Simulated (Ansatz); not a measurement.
Sn₃GeTe₄: rattling a relaxed structure

The structure comes from a generated guess, relaxed at this level; another structure or a mixture of phases may lie lower.

Method: Ansatz, DFT PBE, scalar-relativistic, plane waves, PAW. Cutoff 420 eV; k points 8×8×4 on the computed 8-atom cell (Γ-centred); Gaussian smearing, width 0.10 eV; no spin polarisation.

The cell below (8 atoms, space group P4/mmm (No. 123)) is relaxed within its symmetry.

```
CELL_PARAMETERS angstrom
4.47186 0.00000 0.00000
0.00000 4.47186 0.00000
0.00000 0.00000 12.62354
ATOMIC_POSITIONS crystal
Sn 0.00000 0.00000 0.00000
Sn 0.50000 0.50000 0.25292
Sn 0.50000 0.50000 0.74708
Ge 0.00000 0.00000 0.50000
Te 0.00000 0.00000 0.25861
Te 0.50000 0.50000 0.50000
Te 0.00000 0.00000 0.74139
Te 0.50000 0.50000 0.00000
```

For the test it was strained at random (σ = 1.5 % a component), the atoms were moved at random (σ = 0.10 Å), and all was relaxed again on a coarse 6×6×2 mesh (in the run’s order of axes) with 0.20 eV smearing, with no symmetry imposed.

Spin–orbit coupling, which can matter for Te, is left out.

**Question.** What happens?

**Answer.** It doesn't return. The energy falls by 12 meV/atom on that mesh, the volume changes by 2.3 %, and the end has space group Pm (No. 6) at a loose tolerance. Relaxed again on an 8×8×4 mesh with 0.01 eV smearing, the new structure lies 11 meV/atom below the first (mesh in the axes of the run's cell; the cell below is made exact in the group named). Space group Pm (No. 6), monoclinic, a = 4.568 Å, b = 4.448 Å, c = 12.728 Å, β = 91.6°. Sn on its first site has 3 Te at 3.07–3.09 Å and 3 Te at 3.30–3.48 Å; around Sn on its second site lie 3 Te at 3.08–3.09 Å and 3 Te at 3.29–3.31 Å; Ge is surrounded by 3 Te at 2.88–2.90 Å, 1 Te at 3.34 Å and 2 Te at 3.52 Å; Te on its first site is surrounded by 3 Sn at 3.07–3.09 Å, 2 Sn at 3.29 Å and 1 Ge at 3.34 Å; 4 more sites not described.

```
Sn Ge Te
1.0
     4.56828    0.00000    0.00000
     0.00000    4.44797    0.00000
    -0.35039    0.00000   12.72277
Sn Ge Te
3 1 4
Direct
  0.01411 0.00000 0.99135
  0.50376 0.50000 0.74533
  0.52263 0.50000 0.24940
  0.05371 0.00000 0.49034
  0.97275 0.00000 0.75026
  0.45899 0.50000 0.50328
  0.99099 0.00000 0.26465
  0.48306 0.50000 0.00538
```
